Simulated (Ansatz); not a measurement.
Si$_{2}$Mo in space group Fddd (No. 70; Si on 16f, Mo on 8a) at seven volumes, plane-wave PAW PBE (Ansatz code), shape and atoms relaxed at each. One row is withheld.

| V (Å³/atom) | P (GPa) |
|---|---|
| 12.333 | 23.42 |
| 12.739 | ? |
| 13.146 | 6.50 |
| 13.552 | 0.00 |
| 13.959 | -5.34 |
| 14.366 | -9.53 |
| 14.772 | -12.23 |

**Question.** Fit the shown pressures and predict the withheld one.

**Answer.** P = (3/2)B₀(x^(7/2) − x^(5/2))[1 + (3/4)(B′ − 4)(x − 1)] with x = (V₀/V)^(2/3). Least squares on the six rows gives V₀ = 13.549 Å³/atom, B₀ = 188 GPa, B′ = 6.05. At V = 12.739, x = 1.0420 and P = 13.96 GPa. The run itself gave 14.25 GPa.

The start of the workflow was typed in or built on a structure type; neither database checked (COD, Materials Project) lists it. It is not the phase usual at ambient conditions (space group No. 139). The cell was relaxed with PBE under the symmetry of its start; whether a distortion lowers the energy is not shown. The run is not spin-polarised.

Potentials: the earlier of the program's two PAW sets.
